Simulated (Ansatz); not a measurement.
SiO2:
```
SiO2
1.0
    4.92009     0.00000     0.00000
   -2.46005     4.26093     0.00000
    0.00000     0.00000     5.41601
Si O
3 6
Direct
  0.00000   0.46888   0.33333
  0.53112   0.53112   0.00000
  0.46888   0.00000   0.66667
  0.14394   0.73082   0.54889
  0.26918   0.41312   0.21556
  0.58688   0.85606   0.88222
  0.73082   0.14394   0.45111
  0.41312   0.26918   0.78444
  0.85606   0.58688   0.11778
```

Relaxed with r²SCAN.

### Question
Map the electron localisation function on the plane through (0.731, 0.144, 0.451) spanned by u = [0, 1, 1] and v = [1, -1, 1] in lattice vectors, from r²SCAN (plane waves, PAW; program Ansatz).

### Answer
x is the fraction of u, y of v (the angle between them is 95°; rows are the nearest grid lines); atoms in the plane: Si at (0.61, 0.28), O at (0.57, 0.86), O at (0.00, 0.00), O at (0.55, 0.12).
```
y \ x   0.000  0.0811  0.189  0.270  0.351  0.459  0.541  0.649  0.730  0.811  0.919   1.00
------  -----  ------  -----  -----  -----  -----  -----  -----  -----  -----  -----  -----
1.00    0.205   0.783  0.085  0.107  0.126  0.178  0.237  0.076  0.014  0.131  0.854  0.205
0.925   0.789   0.599  0.028  0.164  0.111  0.513  0.828  0.766  0.255  0.022  0.731  0.789
0.850   0.031   0.017  0.006  0.016  0.028  0.742  0.437  0.842  0.493  0.008  0.026  0.031
0.775   0.101   0.254  0.100  0.006  0.036  0.526  0.826  0.398  0.044  0.045  0.060  0.101
0.700   0.805   0.813  0.389  0.024  0.182  0.179  0.253  0.761  0.775  0.687  0.226  0.805
0.625   0.781   0.712  0.189  0.064  0.317  0.456  0.139  0.802  0.579  0.811  0.218  0.781
0.550   0.079   0.049  0.022  0.037  0.139  0.099  0.052  0.747  0.799  0.399  0.082  0.079
0.450   0.012   0.016  0.057  0.007  0.014  0.169  0.070  0.010  0.016  0.047  0.022  0.012
0.375   0.030   0.008  0.007  0.007  0.377  0.662  0.406  0.111  0.562  0.788  0.580  0.030
0.300   0.061   0.006  0.004  0.010  0.343  0.647  0.270  0.168  0.825  0.806  0.764  0.061
0.225   0.006   0.007  0.018  0.006  0.021  0.145  0.445  0.186  0.361  0.674  0.347  0.006
0.150   0.043   0.025  0.028  0.008  0.050  0.792  0.657  0.799  0.143  0.013  0.008  0.043
0.0750  0.816   0.703  0.084  0.017  0.040  0.794  0.732  0.771  0.165  0.012  0.719  0.816
0.000   0.205   0.783  0.085  0.107  0.126  0.178  0.237  0.076  0.014  0.131  0.854  0.205
```

The density is the valence pseudo-density with augmentation charge, so density and ELF within about 1 Å of a nucleus are not all-electron values.

Space group P3_221. Symmetry was held in the r²SCAN relaxation; phonons on a q-mesh show no instability.

Potentials: the earlier of the program's two PAW sets.
